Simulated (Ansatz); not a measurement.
**In4O5: hybrid runs under fixed and smeared occupations**

System: In4O5, a test cell of our own (not relaxed); the cell holds 9 atoms.

```
CELL_PARAMETERS angstrom
2.74350 1.58396 4.83667
-2.74350 1.58396 4.83667
0.00000 -3.16792 4.83667
ATOMIC_POSITIONS crystal
In 0.36382 0.35318 0.35178
In 0.14464 0.14570 0.14277
In 0.64316 0.63402 0.64505
In 0.85486 0.85805 0.85992
O 0.55163 0.95330 0.25196
O 0.94749 0.24107 0.54899
O 0.24796 0.54386 0.95940
O 0.45421 0.05097 0.75116
O 0.05290 0.75104 0.45286
```

Code: Ansatz (development build ahead of 0.2.0); PAW (an earlier, harder data set), plane waves, scalar-relativistic; no spin polarisation; cutoff 930 eV; k-mesh 2×2×2. A hybrid run begins with a PBE cycle under the same occupations; its iterations are summed over that start, the exchange cycles and any other fillings tried.

The mesh is coarse, so gaps aren't converged.

Question: What does the run give with HSE06, fixed occupations?

Answer: Converged in 30 iterations, gap on the mesh 1.20 eV.

Question: What does the run give with PBE, fixed occupations?

Answer: Converged in 12 iterations, gap on the mesh 0.48 eV.

Question: What does the run give with PBE, Fermi–Dirac smearing 0.01 eV?

Answer: Converged in 9 iterations, gap on the mesh 0.48 eV.

Question: What does the run give with HSE06, Fermi–Dirac smearing 0.01 eV?

Answer: Converged in 29 iterations, gap on the mesh 1.20 eV.

HSE06 opens the gap by 0.72 eV against PBE. With a gap this far above the smearing width, smeared and fixed occupations give the same result.
